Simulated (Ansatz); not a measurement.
BAs (zinc blende, F-43m), r²SCAN in the plane-wave PAW code Ansatz. The conduction-band minimum lies on the Γ–X line, 79 % of the way from Γ, with 6 equivalent valleys. Second derivatives d²E/dk² of the lowest band at one valley (eV·Å²), along Cartesian directions:

| direction | d²E/dk² |
|---|---|
| [100] | 7.128 |
| [010] | 36.56 |
| [001] | 36.56 |
| [110] | 21.85 |
| [101] | 21.85 |
| [011] | 36.49 |

**Question.** Find the principal effective masses, the density-of-states mass and the conductivity mass.

**Answer.** Off-diagonal terms follow from H_xy = H[110] − (H_xx + H_yy)/2, and m*/mₑ = 7.620 eV·Å² over each eigenvalue: 0.21, 0.21, 1.1. One valley's DOS mass (m₁m₂m₃)^(1/3) = 0.36, conductivity mass 3/(Σ 1/mᵢ) = 0.28 mₑ.

**Question.** What effective density of states Nc follows at 300 K for parabolic valleys?

**Answer.** Nc = 2.509e19 × 6 × (0.36)^(3/2) ≈ 3.3e19 cm⁻³.

**Question.** With the computed static dielectric constant 9.37 (mean of the diagonal), estimate a hydrogenic donor's binding energy and radius.

**Answer.** E = 13.606 eV × 0.28/9.37² ≈ 43 meV; a = 0.529 Å × ε/m* ≈ 18 Å. Semilocal masses tend to be too small where the gap is.

**Question.** With ε∞ = 9.32 and ω_LO = 699 cm⁻¹, what Fröhlich coupling constant follows?

**Answer.** α = (1/ε∞ − 1/ε0) √(m* × 13.606 eV/ħω_LO) = 0.0039.

The r²SCAN relaxation kept the symmetry of its start; phonons on a q-mesh show no instability. Scalar-relativistic: spin–orbit coupling is off unless named, which matters more the heavier the elements.

Potentials: the later of the program's two PAW sets.
